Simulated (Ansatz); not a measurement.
Given:

LaTe:
Space group Fm-3m (No. 225); a = b = c = 6.4950 Å, α = β = γ = 90.00°

```json
[
 {"atom": "La", "site": "4a", "symmetry": "m-3m", "x": "0.0000", "y": "0.0000", "z": "0.0000"},
 {"atom": "Te", "site": "4b", "symmetry": "m-3m", "x": "0.5000", "y": "0.5000", "z": "0.5000"}
]
```
(The calculation used a cell of 2 atoms; values per cell refer to that cell.)

This is the r²SCAN-relaxed structure.

Problem. All from r²SCAN (plane waves, PAW; program Ansatz), unless another level is named. Predict the electronic character.

Solution. metallic (no gap).

Problem. Predict the formation energy from the elements (no fitted shifts).

Solution. -1.83 eV/atom.

Problem. Give the density of states at the Fermi level.

Solution. 0.73 states/eV per atom (mean over ±0.08 eV).

The workflow started from a Materials Project entry (that database holds measured and hypothetical structures alike); the Crystallography Open Database files this formula in space group No. 225, but the cells were not matched. Its standing as an ambient phase is unchecked. The cell was relaxed with r²SCAN under the symmetry of its start; whether a distortion lowers the energy is not shown. With an odd number of electrons in the cell and no spin polarisation, the count alone makes it a metal. The references are the lowest solids computed at this level, not always the standard phases. Spin–orbit coupling is left out wherever it is not named.

Potentials: the earlier of the program's two PAW sets.
